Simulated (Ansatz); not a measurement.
Ir, first-principles data

Ir:
```cif
data_Ir
_chemical_formula_sum 'Ir1'
_space_group_name_H-M_alt 'P 1'
_space_group_IT_number 1
_cell_length_a 2.54121
_cell_length_b 2.54121
_cell_length_c 2.54121
_cell_angle_alpha 90.000
_cell_angle_beta 90.000
_cell_angle_gamma 90.000
loop_
_space_group_symop_operation_xyz
  'x, y, z'
loop_
_atom_site_label
_atom_site_type_symbol
_atom_site_fract_x
_atom_site_fract_y
_atom_site_fract_z
_atom_site_occupancy
Ir1 Ir 0.00000 0.00000 0.00000 1
```

Space group Pm-3m (No. 221), simple cubic; conventional cell a = 2.541 Å, b = 2.541 Å, c = 2.541 Å, α = 90.00°, β = 90.00°, γ = 90.00°.

Method: PBEsol (plane waves, PAW; program Ansatz). Structure relaxed to zero pressure with the same functional. Other levels are named where they apply.

Cell and energy:

- Volume per atom: 16.41 Å³
- Density: 19.45 g/cm³

Electronic structure:

Electronic character: metallic (no gap)
Density of states at the Fermi level: 1.5 states/eV per atom (mean over ±0.08 eV)
Gap with spin–orbit coupling: none (metallic)

Mechanics:

* **Bulk modulus (Birch–Murnaghan fit)**: 276 GPa
* **Pressure derivative B′**: 4.9
* **Elastic constants (relaxed ions, GPa)**: C11 = 524, C12 = 152, C44 = 33.7
* **Mechanical stability**: stable (all eigenvalues of C positive)
* **Hill bulk and shear moduli**: 276 and 72.3 GPa
* **Young's modulus**: 199 GPa
* **Poisson's ratio**: 0.38
* **Debye temperature from the elastic constants**: 255 K

The cell is a constructed one: a structure type filled with these elements; neither database checked (COD, Materials Project) lists it. It is not the phase usual at ambient conditions (space group No. 225). Symmetry was held in the PBEsol relaxation; whether a distortion lowers the energy is not shown. The run is not spin-polarised. As this level gives no gap, shear constants depend on the k-mesh and smearing (Fermi–Dirac, 0.1 eV here). Spin–orbit coupling is left out wherever it is not named.

Potentials: the later of the program's two PAW sets.
